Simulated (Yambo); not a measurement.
Yambo run on BaP$_{3}$ (space group C2/m, No. 12). The wavefunctions come from this Quantum ESPRESSO step (LDA, PseudoDojo standard norm-conserving files, scalar-relativistic):

```
&CONTROL
  calculation = 'nscf'
  pseudo_dir = './pseudo'
  outdir = './out'
/
&SYSTEM
  ibrav = 0
  nat = 8
  ntyp = 2
  ecutwfc = 56.6
  ecutrho = 226.4
  occupations = 'fixed'
  force_symmorphic = .true.
  nbnd = 282
/
&ELECTRONS
  conv_thr = 8e-09
  diago_full_acc = .true.
  diago_thr_init = 1e-08
/
ATOMIC_SPECIES
P 30.9738 P.upf
Ba 137.3270 Ba.upf
CELL_PARAMETERS angstrom
  5.900025000000  -3.866930000000   0.000000000000
  5.900025000000   3.866930000000   0.000000000000
 -1.831100000000   0.000000000000   4.423659000000
ATOMIC_POSITIONS crystal
P   0.590420000000   0.590420000000   0.976250000000
P   0.409580000000   0.409580000000   0.023750000000
P   0.186820000000   0.648360000000   0.291700000000
P   0.813180000000   0.351640000000   0.708300000000
P   0.351640000000   0.813180000000   0.708300000000
P   0.648360000000   0.186820000000   0.291700000000
Ba   0.826150000000   0.826150000000   0.684580000000
Ba   0.173850000000   0.173850000000   0.315420000000
K_POINTS automatic
2 2 4 0 0 0
```

Yambo input:

```
rim_cut
gw0
dyson
el_el_corr
HF_and_locXC
ppa
em1d
RandQpts= 1000000
RandGvec= 1 Ry
EXXRLvcs= 56.6 Ry
VXCRLvcs= 226.4 Ry
Chimod= "HARTREE"
% BndsRnXp
 1 | 281 |
%
NGsBlkXp= 7 Ry
% LongDrXp
 1.0 | 1.0 | 1.0 |
%
PPAPntXp= 27.2114 eV
% GbndRnge
 1 | 281 |
%
GTermKind= "BG"
DysSolver= "n"
ExtendOut
% QPkrange
 1 | 1 | 25 | 26 |
 3 | 3 | 25 | 26 |
 4 | 4 | 25 | 26 |
 6 | 6 | 25 | 26 |
 7 | 7 | 25 | 26 |
 9 | 9 | 25 | 26 |
%
```

k points by index: 1 = Γ, 3 = (0, 0, -0.5), 4 = (0, -0.5, 0), 6 = (0, -0.5, -0.5), 7 = (-0.5, -0.5, 0), 9 = (-0.5, -0.5, -0.5).

Table of the .qp output:

```
#    K-point    Band    Eo [eV]    E [eV]    E-Eo [eV]    Vxc [eV]    Vnlxc [eV]    Sc|Eo [eV]    Sc|E [eV]    dSc/dw|Eo [eV]    Re(Z)    Im(Z)
#
    1    25    -0.138815    -0.628188    -0.489373    -11.00598    -12.33931    0.704184    0.843956    -7.770781    0.777861    -0.001606
    1    26    0.545490    0.685278    0.139789    -9.625574    -5.987431    -3.462470    -3.498354    -6.979765    0.795858    -0.001478
    3    25    0.000000    -0.528973    -0.528973    -11.07958    -12.74942    0.985148    1.140865    -8.009054    0.772599    -0.001632
    3    26    1.383492    1.614797    0.231305    -10.18184    -6.032979    -3.855760    -3.917554    -7.265595    0.789259    -0.001541
    4    25    -0.206151    -0.732398    -0.526247    -11.24821    -12.85215    0.925105    1.077693    -7.888854    0.775244    -0.001612
    4    26    1.539809    1.734741    0.194932    -10.44748    -6.402078    -3.797670    -3.850474    -7.366317    0.786960    -0.001575
    6    25    -0.280048    -0.790641    -0.510592    -11.35622    -13.06854    1.051324    1.201724    -8.013974    0.772491    -0.001640
    6    26    2.005219    2.227565    0.222346    -9.983112    -5.664551    -4.037518    -4.096215    -7.179163    0.791243    -0.001551
    7    25    -0.457187    -0.951051    -0.493864    -10.69493    -12.16738    0.837877    0.978587    -7.751688    0.778286    -0.001615
    7    26    0.979811    1.170424    0.190613    -9.829313    -5.866093    -3.722149    -3.772607    -7.198439    0.790800    -0.001544
    9    25    -0.189855    -0.716963    -0.527108    -10.82080    -12.39127    0.891723    1.043369    -7.827316    0.776606    -0.001622
    9    26    1.487203    1.697829    0.210626    -10.25701    -6.110042    -3.879731    -3.936343    -7.309468    0.788256    -0.001536
```
(The two width columns are left out.) Convergence of these settings isn't established.

Geometry of the Materials Project entry, not relaxed at this level.

The structure is a Materials Project entry; no match was found in the copy of COD used, and its stability was not checked.
